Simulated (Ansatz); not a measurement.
**Band structure of Pt$_{3}$Pb**

```
Pt Pb
1.0
     4.05800    0.00000    0.00000
     0.00000    4.05800    0.00000
     0.00000    0.00000    4.05800
Pt Pb
3 1
Direct
  0.00000 0.50000 0.50000
  0.50000 0.00000 0.50000
  0.50000 0.50000 0.00000
  0.00000 0.00000 0.00000
```

Atom numbers follow the list: Pt1, Pt2, Pt3, Pb4.

The geometry is COD entry 1523554, unchecked; take it as a test cell.

No spin–orbit coupling, which matters for the heavy atoms here.

The calculation used Ansatz 0.2.0, DFT, LDA, all-electron LAPW, scalar-relativistic.

Sampling and basis: a Γ-centred 9×9×9 k mesh, Fermi–Dirac smearing of 0.03 eV, basis error target 1 meV/atom, no spin polarisation.

Points in fractions of the reciprocal vectors of this cell: Γ (0, 0, 0), X (0, 0.5, 0), M (0.5, 0.5, 0), R (0.5, 0.5, 0.5). The path runs Γ–X–M–Γ–R–X–R–M. Energies are in eV from the Fermi level; (×n) counts levels within 4 meV of each other, which need not be degenerate by symmetry.

**Question.** List the levels at Γ between -8 and 6 eV.

**Answer.** -6.93, -5.29 (×3), -5.23 (×2), -2.37 (×3), -1.18 (×2), -1.05 (×3), -0.42, 0.08 (×3), 1.47.

**Question.** List the levels at M between -8 and 6 eV.

**Answer.** -6.72 (×2), -5.46, -4.47 (×2), -4.45 (×2), -3.31 (×2), -2.71, -2.64 (×2), -2.23, -2.04, -1.85, -1.54, 0.85 (×2), 4.76.

**Question.** List the levels at X between -8 and 6 eV.

**Answer.** -5.51, -5.11 (×2), -5.08, -3.78, -3.42 (×2), -3.37, -2.83, -2.48, -2.39 (×2), -2.30, -1.11, 0.08, 1.01, 4.06 (×2), 5.45, 5.57 (×2).

**Question.** What is the band gap?

**Answer.** None at this level of theory (metallic, semimetallic, or a small gap that the functional closes).
